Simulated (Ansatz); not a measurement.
Method: r2SCAN, no spin polarisation; PAW, plane waves to 500 eV, 8×8×8 Γ-centred mesh, fermi-dirac occupations (width 0.0211 eV) (Ansatz 0.2.0), atoms fixed.

Computed maps in the lattice plane spanned by a (left to right, 5.64 Å, 17 points from zero) and b (bottom to top, 4.05 Å, 12 points from zero), 90° apart, at height 0.000 along c. The fields are smooth PAW ones with compensation charges, not the true ones near nuclei.

Valence density. Digits on a logarithmic scale: 0 up to 0.03 e/Å³, each further digit a factor of 1.6, 9 from 1.3 e/Å³ up:
```
12233444444443322
33455554444555543
45677765445677765
66899975445799986
78999996556999998
78999997557999998
78999996556999998
66899975445799986
45677765445677765
33455554444555543
12233444444443322
11223344444433221
```

Problem. The cell is RbNbBi. Which atoms lie within 0.2 Å of this plane, and where (fractions of a and b)?

Solution. Bi at (0.22, 0.50), Bi at (0.78, 0.50). The whole cell:
```
Nb Bi Rb
1.0
     0.00000    0.00000    5.64112
     4.05093    0.00000    0.00000
     2.02547    7.21375   -2.82056
Nb Bi Rb
2 2 2
Direct
  0.61880 0.88120 0.23760
  0.38120 0.11880 0.76240
  0.22100 0.50000 0.00000
  0.77900 0.50000 0.00000
  0.21100 0.78900 0.42200
  0.78900 0.21100 0.57800
```

Origin: a known structure type with other elements, at an estimated volume, so it need not be a known compound. Caveats: many states at the Fermi level without spin polarisation, so a magnetic state may lie lower; atoms or cell far from equilibrium.
